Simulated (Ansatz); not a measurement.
Relaxed-ion elastic tensor of MgInGaO₄ in space group R3m (No. 160; Pearson symbol hR7) in GPa (Voigt order), plane-wave PAW PBEsol (Ansatz code); density 5.55 g/cm³, 11.67 Å³ per atom.

```json
[
 {"": "1", "1": "242", "2": "133", "3": "111", "4": "-10.2", "5": "0.0", "6": "0.0"},
 {"": "2", "1": "133", "2": "242", "3": "111", "4": "10.2", "5": "0.0", "6": "0.0"},
 {"": "3", "1": "111", "2": "111", "3": "238", "4": "0.0", "5": "0.0", "6": "0.0"},
 {"": "4", "1": "-10.2", "2": "10.2", "3": "0.0", "4": "67.2", "5": "0.0", "6": "0.0"},
 {"": "5", "1": "0.0", "2": "0.0", "3": "0.0", "4": "0.0", "5": "67.2", "6": "-10.2"},
 {"": "6", "1": "0.0", "2": "0.0", "3": "0.0", "4": "0.0", "5": "-10.2", "6": "54.3"}
]
```

Q: Is the crystal mechanically stable?

A: Yes: the smallest eigenvalue of C is 48.7 GPa.

Q: Work out the Voigt, Reuss and Hill averages.

A: K_V = 159, K_R = 159, K_H = 159; G_V = 62.1, G_R = 60.0, G_H = 61.0 GPa.

Q: Give Young's modulus, Poisson's ratio, Pugh's ratio and the universal anisotropy index.

A: E = 9KG/(3K + G) = 162 GPa; ν = 0.33; K/G = 2.61 (ductile by the Pugh limit of 1.75); A_U = 5G_V/G_R + K_V/K_R − 6 = 0.18.

Q: Estimate the sound speeds and the Debye temperature.

A: v_l = √((K + 4G/3)/ρ) = 6580 m/s, v_t = √(G/ρ) = 3320 m/s, mean 3720 m/s; Θ = (h/k)(3n/4πV)^(1/3) v_m = 488 K.

Q: Solve the Christoffel equation for the three sound speeds along x, y, z.

A: Eigenvalues of C_ijkl n_j n_l equal ρv² (piezoelectric stiffening left out). In km/s, slowest first: x 2.96, 3.62, 6.60; y 3.13, 3.46, 6.61; z 3.48, 3.48, 6.55.

Q: How much does each axis shrink under pressure?

A: Linear compressibilities β_i = Σ_j S_ij (j = 1 to 3): x 2.0, y 2.0, z 2.4 per TPa.

A made-up cell: these elements were put on the sites of a structure type; neither database checked (COD, Materials Project) lists it. Its standing as an ambient phase is unchecked. The PBEsol relaxation kept the symmetry of its start; its stability against distortions is not shown here.

Potentials: the earlier of the program's two PAW sets. The files were generated under PBE; for other functionals the program regenerates the frozen cores, and for LDA and PBEsol the local potential too.
